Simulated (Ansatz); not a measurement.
Given:

GaN:
```
CELL_PARAMETERS angstrom
      0.00000     2.09048     2.09048
      2.09048     0.00000     2.09048
      2.09048     2.09048     0.00000
ATOMIC_POSITIONS crystal
  Ga 0.00000 0.00000 0.00000
  N  0.50000 0.50000 0.50000
```

This is the LDA-relaxed structure.

**Question.** All from LDA (plane waves, PAW; program Ansatz), unless another level is named. Estimate the bulk modulus (Birch–Murnaghan fit).

**Answer.** 249 GPa.

**Question.** Give the elastic constants (relaxed ions, GPa).

**Answer.** C11 = 386, C12 = 181, C44 = 228.

Space group Fm-3m (rock salt). This is a known high-pressure phase of the composition, computed here at zero pressure and temperature. Symmetry was held in the LDA relaxation; phonons on a q-mesh show no instability.

Potentials: the later of the program's two PAW sets.
